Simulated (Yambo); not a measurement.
CdTe (zinc blende, space group F-43m, No. 216): a test of whether the lowest BSE state is resolved, against the k mesh (Yambo, PBEsol bands; otherwise 3 valence and 5 conduction bands, static screening with 44 bands and a 4 Ry block, scissor 1.18 eV, Tamm-Dancoff).

```tsv
k mesh	direct gap (eV)	lowest state (eV)	difference (eV)	k points taking part	rough cost
4×4×4	1.82	1.77	0.06	1.0	about 1/20
6×6×6	1.82	1.73	0.09	1.0	about 1/4
8×8×8	1.82	1.73	0.09	1.0	1
```

The last step moves the difference by 0.01 eV. Even the densest mesh doesn't resolve the state: none of these energies is a result, and the difference is no binding energy.

These are vertical excitations (zero momentum). The scissor comes from a G0W0 run whose convergence isn't established; costs are rough.

Spin-orbit coupling is left out, which matters for elements this heavy: edges can move by tenths of an eV.

The standard potential for Te keeps a d shell in the valence without the s and p states of that shell. In tests on such compounds this moved G0W0 gaps by up to about 0.9 eV, so absolute quasiparticle energies here are unreliable; differences between settings are what counts.

Geometry relaxed with PBEsol; primitive cell a = 4.5885 Å, b = 4.5885 Å, c = 4.5885 Å, α = 60.00°, β = 60.00°, γ = 60.00°.
